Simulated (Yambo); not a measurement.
**Convergence of the G0W0 gap of GaAlN2**

G0W0@LDA for GaAlN2 (space group P-4m2, No. 115) in Yambo. Reference settings: 4×4×4 Γ-centred k mesh, 104 bands and a 10 Ry block in the screening, 104 bands in G with the Bruneval-Gonze terminator, plasmon pole fitted at 27.2 eV. The LDA gap Γ → Γ on this mesh is 3.11 eV; G0W0 gaps are taken between the same points.

```tsv
change from the reference	G0W0 gap Γ → Γ (eV)	shift of the valence edge (eV)	rough Yambo cost
reference settings	4.25	-0.50	1
58 bands in W, 58 bands in G	4.27	-0.40	within a factor of two
81 bands in W, 81 bands in G	4.25	-0.47	within a factor of two
exchange cut at 20 Ry	4.04	-0.25	–
26 bands in W, 26 bands in G, 6 Ry block	4.33	-0.06	about 1/5
39 bands in W, 39 bands in G, 4 Ry block	4.02	-0.09	about 1/4
58 bands in W, 58 bands in G, 2 Ry block	3.97	-0.15	about 1/3
58 bands in W, 58 bands in G, 6 Ry block	4.14	-0.29	about 1/2
81 bands in W, 81 bands in G, 4 Ry block	3.92	-0.17	about 1/2
4×4×2 mesh	4.21	-0.45	about 1/3
6×6×4 mesh	4.24	-0.52	about 4×
39 bands in W, 39 bands in G, 4 Ry block, no terminator	3.98	0.17	about 1/4
39 bands in W, 39 bands in G, no terminator	4.17	0.14	about 1/3
4 Ry block, no terminator	3.88	-0.12	within a factor of two
no terminator	4.17	-0.31	within a factor of two
```

The reference isn't shown to be the converged limit. Costs are rough (shared machines), scaled to the same edge states, and given only for runs that recompute the screening.

Spin-orbit splittings are left out.

The standard potential for Ga keeps a d shell in the valence without the s and p states of that shell. In tests on such compounds this moved G0W0 gaps by up to about 0.9 eV, so absolute quasiparticle energies here are unreliable; differences between settings are what counts.

Geometry relaxed with LDA; primitive cell a = b = 3.1113 Å, c = 4.3787 Å, α = β = γ = 90.00°.

The structure is a Materials Project entry; no match was found in the copy of COD used, and its stability was not checked.

A shift is the quasiparticle energy of the state minus its LDA energy.
